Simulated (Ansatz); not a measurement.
CrB in space group Cmcm (No. 63; Cr on 4c, B on 4c) at seven volumes, DFT-r²SCAN in the program Ansatz with PAW potentials, shape and atoms relaxed at each. One row is withheld.

```json
[
 {"V (Å³/atom)": "7.470", "P (GPa)": "?"},
 {"V (Å³/atom)": "7.716", "P (GPa)": "22.38"},
 {"V (Å³/atom)": "7.963", "P (GPa)": "10.32"},
 {"V (Å³/atom)": "8.209", "P (GPa)": "-0.02"},
 {"V (Å³/atom)": "8.455", "P (GPa)": "-8.86"},
 {"V (Å³/atom)": "8.701", "P (GPa)": "-16.44"},
 {"V (Å³/atom)": "8.948", "P (GPa)": "-22.90"}
]
```

Question: Fit the shown pressures and predict the withheld one.

Answer: P = (3/2)B₀(x^(7/2) − x^(5/2))[1 + (3/4)(B′ − 4)(x − 1)] with x = (V₀/V)^(2/3). Least squares on the six rows gives V₀ = 8.208 Å³/atom, B₀ = 318 GPa, B′ = 4.18. At V = 7.470, x = 1.0648 and P = 36.49 GPa. The run itself gave 36.46 GPa.

The workflow started from an entry of the Crystallography Open Database (COD). Whether it is the stable phase at ambient conditions was not checked. The r²SCAN relaxation kept the symmetry of its start; its stability against distortions is not shown here. The workflow began spin-polarised and lost its moments.

Potentials: the later of the program's two PAW sets.
